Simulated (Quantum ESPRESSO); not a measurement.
# Mo4Al2AuIn: input and log of a self-consistent run

Computed values, not a measurement. The program is pw.x of Quantum ESPRESSO 7.5 (plane-wave density functional theory). The cell is made up: eight metal atoms on a face-centred cubic lattice, with elements, volume, strain and displacements drawn at random and not relaxed, so it may be unstable or far from any real phase. PseudoDojo standard norm-conserving files set the functional (PBE unless stated); there is no spin polarisation or spin-orbit coupling, the Fermi-Dirac width of 0.25 eV means electrons at about 2900 K, and the masses in the input are unused placeholders. Heavy elements are run without spin-orbit coupling, which real alloys of them have. A spin test at this wide smearing found no moment, but such smearing suppresses magnetism that the real alloy may have.

Input:

```
&control calculation='scf', pseudo_dir='./dojo.nc.sr.pbe.v0_5.standard.upf', outdir='./o', disk_io='minimal', tprnfor=.true., tstress=.true. /
&system ibrav=0, nat=8, ntyp=4, nbnd=60, ecutwfc=79.96652505, nosym=.true., tot_charge=0,
 occupations='smearing', smearing='fd', degauss=0.0183746611
/
&electrons conv_thr=1.470e-08, electron_maxstep=70, mixing_beta=0.5 /
ATOMIC_SPECIES
Al 1.0 Al.upf
Au 1.0 Au.upf
In 1.0 In.upf
Mo 1.0 Mo.upf
CELL_PARAMETERS angstrom
-0.0169 2.0039 1.9446
-3.9128 -0.0049 0.0385
-0.0875 -8.1409 7.9025
ATOMIC_POSITIONS angstrom
Mo -0.0138 -0.0671 -0.0232
Mo -0.0349 -2.0629 1.9704
Mo -0.0628 -4.0661 3.9136
Al -0.0909 -6.0907 5.9067
Al -1.9313 -0.02 1.983
Mo -2.0111 -2.0558 3.9307
Au -2.0429 -4.0508 5.9363
In -2.0258 -6.1029 7.9055
K_POINTS automatic
8 6 2 1 1 1
```

The log is shortened where brackets say so; the opening notice, blank lines, dates and the lines on written files are dropped, and the path of the files is cut. It prints rydbergs, bohrs and kilobars, and counts compression as positive stress. Its total energy is the free energy E - TS of the whole cell.

```
     Program PWSCF v.7.5
     Parallel version (MPI & OpenMP), running on       4 processor cores
     Number of MPI processes:                 4
     Threads/MPI process:                     1
     [start-up lines left out]
     bravais-lattice index     =            0
     lattice parameter (alat)  =       5.2768  a.u.
     unit-cell volume          =     836.0707 (a.u.)^3
     number of atoms/cell      =            8
     number of atomic types    =            4
     number of electrons       =        94.00
     number of Kohn-Sham states=           60
     kinetic-energy cutoff     =      79.9665  Ry
     charge density cutoff     =     319.8661  Ry
     scf convergence threshold =      1.5E-08
     mixing beta               =       0.5000
     number of iterations used =            8  plain     mixing
     Exchange-correlation= PBE
                           (   1   4   3   4   0   0   0)
     [axes and pseudopotential details left out]
   Cartesian axes
     site n.     atom                  positions (alat units)
         1        Mo     tau(   1) = (  -0.0049420  -0.0240297  -0.0083083  )
         2        Mo     tau(   2) = (  -0.0124983  -0.7387612   0.7056353  )
         3        Mo     tau(   3) = (  -0.0224898  -1.4561429   1.4015299  )
         4        Al     tau(   4) = (  -0.0325529  -2.1811882   2.1152945  )
         5        Al     tau(   5) = (  -0.6916329  -0.0071624   0.7101476  )
         6        Mo     tau(   6) = (  -0.7202107  -0.7362186   1.4076537  )
         7        Au     tau(   7) = (  -0.7315989  -1.4506637   2.1258948  )
         8        In     tau(   8) = (  -0.7254751  -2.1855572   2.8311004  )
     number of k points=    48  Fermi-Dirac smearing, width (Ry)=  0.0184
                       cart. coord. in units 2pi/alat
        k(    1) = (  -0.0586015   0.0007517   0.0884639), wk =   0.0416667
        k(    2) = (  -0.0595783   0.0864907   0.0001018), wk =   0.0416667
     [further k points left out]
     Dense  grid:    80643 G-vectors     FFT dimensions: (  32,  45, 125)
     Estimated max dynamical RAM per process >     245.19 MB
     Estimated total dynamical RAM >     921.68 MB
     Initial potential from superposition of free atoms
     starting charge      93.9854, renormalised to      94.0000
     Starting wfcs are   67 randomized atomic wfcs
     total cpu time spent up to now is        6.5 secs
     per-process dynamical memory:   184.5 Mb
     Self-consistent Calculation
     iteration #  1     ecut=    79.97 Ry     beta= 0.50
     Davidson diagonalization with overlap
     ethr =  1.00E-02,  avg # of iterations =  3.7
     total cpu time spent up to now is       21.1 secs
     total energy              =    -998.80763322 Ry
     estimated scf accuracy    <       3.18370492 Ry
     iteration #  2     ecut=    79.97 Ry     beta= 0.50
     Davidson diagonalization with overlap
     ethr =  3.39E-03,  avg # of iterations =  6.3
     total cpu time spent up to now is       40.2 secs
     total energy              =    -991.77260105 Ry
     estimated scf accuracy    <     206.44491994 Ry
     iteration #  3     ecut=    79.97 Ry     beta= 0.50
     Davidson diagonalization with overlap
     ethr =  3.39E-03,  avg # of iterations =  5.9
     total cpu time spent up to now is       59.7 secs
     total energy              =   -1000.12431404 Ry
     estimated scf accuracy    <       4.30751960 Ry
     iteration #  4     ecut=    79.97 Ry     beta= 0.50
     Davidson diagonalization with overlap
     ethr =  3.39E-03,  avg # of iterations =  2.7
     total cpu time spent up to now is       72.7 secs
     total energy              =    -999.85355009 Ry
     estimated scf accuracy    <      27.26537503 Ry
     iteration #  5     ecut=    79.97 Ry     beta= 0.50
     Davidson diagonalization with overlap
     ethr =  3.39E-03,  avg # of iterations =  1.8
     total cpu time spent up to now is       84.3 secs
     total energy              =   -1000.66006846 Ry
     estimated scf accuracy    <       0.32705252 Ry
     [iterations 6 to 11 left out]
     iteration # 12     ecut=    79.97 Ry     beta= 0.50
     Davidson diagonalization with overlap
     ethr =  6.40E-09,  avg # of iterations =  4.1
     total cpu time spent up to now is      177.4 secs
     total energy              =   -1000.70723895 Ry
     estimated scf accuracy    <       0.00001797 Ry
     iteration # 13     ecut=    79.97 Ry     beta= 0.50
     Davidson diagonalization with overlap
     ethr =  6.40E-09,  avg # of iterations =  2.0
     total cpu time spent up to now is      188.8 secs
     total energy              =   -1000.70724004 Ry
     estimated scf accuracy    <       0.00000925 Ry
     iteration # 14     ecut=    79.97 Ry     beta= 0.50
     Davidson diagonalization with overlap
     ethr =  6.40E-09,  avg # of iterations =  1.0
     total cpu time spent up to now is      199.0 secs
     total energy              =   -1000.70724038 Ry
     estimated scf accuracy    <       0.00000033 Ry
     iteration # 15     ecut=    79.97 Ry     beta= 0.50
     Davidson diagonalization with overlap
     ethr =  3.55E-10,  avg # of iterations =  2.1
     total cpu time spent up to now is      210.9 secs
     total energy              =   -1000.70724037 Ry
     estimated scf accuracy    <       0.00000265 Ry
     iteration # 16     ecut=    79.97 Ry     beta= 0.50
     Davidson diagonalization with overlap
     ethr =  3.55E-10,  avg # of iterations =  1.1
     total cpu time spent up to now is      221.3 secs
     End of self-consistent calculation
     [lines on levels left out]
!    total energy              =   -1000.70724045 Ry
     estimated scf accuracy    <          8.6E-09 Ry
     smearing contrib. (-TS)   =      -0.09115096 Ry
     internal energy E=F+TS    =   -1000.61608949 Ry
     The total energy is F=E-TS. E is the sum of the following terms:
     one-electron contribution =    -359.36930934 Ry
     hartree contribution      =     237.75044694 Ry
     xc contribution           =    -179.59436136 Ry
     ewald contribution        =    -699.40286573 Ry
     convergence has been achieved in  16 iterations
     Forces acting on atoms (cartesian axes, Ry/au):
     atom    1 type  4   force =     0.02280002   -0.01020554    0.04410834
     atom    2 type  4   force =     0.01278072    0.00721039   -0.00022445
     atom    3 type  4   force =    -0.00440980    0.03462973   -0.03433078
     atom    4 type  1   force =     0.00649492    0.02627596   -0.02639792
     atom    5 type  1   force =    -0.02065252   -0.01399189    0.00291359
     atom    6 type  4   force =    -0.00135231   -0.00128536    0.00168880
     atom    7 type  2   force =     0.00598458   -0.02637005    0.01733192
     atom    8 type  3   force =    -0.02164561   -0.01626323   -0.00508949
     Total force =     0.095075     Total SCF correction =     0.000442
     Computing stress (Cartesian axis) and pressure
          total   stress  (Ry/bohr**3)                   (kbar)     P=      146.41
   0.00109875  -0.00004145   0.00014640          161.63       -6.10       21.54
  -0.00004145   0.00086275   0.00035489           -6.10      126.91       52.21
   0.00014640   0.00035489   0.00102423           21.54       52.21      150.67
     init_run     :      6.09s CPU      6.32s WALL (       1 calls)
     electrons    :    213.54s CPU    214.88s WALL (       1 calls)
     forces       :      1.71s CPU      1.71s WALL (       1 calls)
     stress       :      6.41s CPU      6.42s WALL (       1 calls)
     [timing details left out]
     PWSCF        :   3m47.95s CPU   3m49.55s WALL
     JOB DONE.
```

In other units: free energy -13615.316 eV for the cell, pressure 14.64 GPa, largest force component 1.134 eV/Å in size. The run took 231 s of wall time with four MPI processes on a shared machine (Intel Xeon, older, virtual cores), so the time is rough. A rerun of this cell at a higher cutoff and on a denser mesh moved values by no more than 0.011 eV in energy, 0.10 GPa in stress and 0.009 eV/Å in force, and a second program with other atomic files agreed on that cell to 2 % rms in force and 0.5 GPa in pressure.